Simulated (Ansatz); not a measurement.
**Fields on a plane of Ti2O3 (corundum)**

```xyz
10
Lattice="2.4957 1.4409 4.5883 -2.4957 1.4409 4.5883 0.0000 -2.8818 4.5883" Properties=species:S:1:pos:R:3 pbc="T T T"
Ti     0.0000     0.0000    11.6411
Ti     0.0000     0.0000     2.1239
Ti     0.0000     0.0000     9.0064
Ti     0.0000     0.0000     4.7586
O     -0.9410    -1.4409     5.7354
O      0.9410     1.4409     8.0296
O      1.7184    -0.0945     5.7354
O     -1.7184     0.0945     8.0296
O     -0.7774     1.5354     5.7354
O      0.7774    -1.5354     8.0296
```

The slice is a (1 -1 0 2) plane (indices of the conventional cell) through the point (0.846, 0.846, 0.846) (fractional), spanned by u = [1 0 -1] and v = [010] in vectors of this cell: u (4.99 Å) and v (5.42 Å, at 90° to u). It covers one period; positions are fractions (u, v).

Atoms on it: Ti at (0.00, 0.00); Ti at (0.50, 0.50). Other atoms lie within 1 Å of the plane.

Level of theory: LDA (plane waves to 420 eV, PAW, scalar-relativistic; Ansatz, a program for electronic structure). k mesh 11×11×11. Inside the PAW spheres the values are not all-electron values, and peaks at nuclei hang on which shells count as valence. Ti2O3 is run without spin polarisation and with no Hubbard U. Ti2O3 was relaxed with its symmetry unable to fall.

```
|xxxx##**..  ..::::..      ..----::  ..**##xx|
|**####--                ..==**##**::  --####|
|**++--..              ..==##%%@@%%**::..--**|
|......::----::..      ::**%%@@@@@@%%==..  ..|
|..::++##%%##**--      --**%%@@@@@@@@**::    |
|--##@@@@@@@@%%++..    ..++%%@@@@@@%%++::  ..|
|**@@@@@@@@@@@@**::      ..==##%%%%##==..  ::|
|##@@@@@@@@@@@@**..  ..::....::==++==::    ::|
|##@@@@@@@@@@%%--..--**##++--........      ::|
|++%%@@@@@@@@**..::**######**--            ::|
|--**%%@@@@##--..++##xxxxxx##**..            |
|..--++****==....**##xxxxxx####::    ..      |
|    ..::::..  ..**##xxxxxx##**..  ::----..  |
|                --####**####--  ::**##**==..|
|..              ..--++****--..::**%%@@%%##==|
|::      ..::----::........  ..==%%@@@@@@%%**|
|--      --**##%%##++::..    ::**@@@@@@@@%%**|
|..    ..++%%@@@@@@@@##--..  ::++%%@@@@@@%%++|
|      ::**@@@@@@@@@@@@**::  ..==##%%%%##==..|
|::..  ..**@@@@@@@@@@@@##::    ::==++==::....|
|##**--..--%%@@@@@@@@@@##::      ........--++|
|####**::..**@@@@@@@@%%++::            --**##|
|xxxx##++..--##@@@@%%**--            ..**##xx|
|xxxx##**....==****++--..      ..    ::####xx|
```
Scale: ten equal steps from 0.04 (start of ' ') to 0.82 (end of '@'), in the order ' .:-=+*#%@'. Values: electron localisation function (ELF). The map has 22 points along u (two characters each, u = 0 at the left) and 24 along v (v = 0 in the bottom row). Points within 0.4 Å of a nucleus are blanked (x), as the pseudised field means little there.

| v \ u | 0.00 | 0.14 | 0.27 | 0.41 | 0.55 | 0.68 | 0.82 | 0.95 |
|---|---|---|---|---|---|---|---|---|
| 0.88 | 0.4 | -0.3 | -0.9 | -1.2 | -0.7 | -0.2 | -0.4 | 0.3 |
| 0.75 | -0.4 | 0.2 | -0.3 | -0.9 | -0.5 | 0.0 | -0.4 | -0.6 |
| 0.62 | -0.3 | 0.5 | 0.0 | 0.0 | 0.3 | -0.5 | -0.9 | -0.6 |
| 0.50 | -0.8 | -0.5 | -0.5 | 0.8 | 1.0 | -0.3 | -0.9 | -0.9 |
| 0.38 | -0.9 | -1.2 | -0.8 | 0.0 | 0.3 | -0.4 | -0.2 | -0.7 |
| 0.25 | -0.7 | -0.8 | 0.0 | 0.1 | -0.6 | -0.4 | 0.0 | -0.5 |
| 0.12 | 0.4 | -0.3 | 0.3 | 0.3 | -0.6 | -0.9 | -0.5 | 0.3 |
| 0.00 | 1.0 | 0.4 | -0.5 | -0.5 | -0.9 | -0.9 | -0.3 | 1.0 |

Values: log₁₀ of the valence density in e/Å³. The scale is logarithmic, as a density can span decades between atoms and voids.
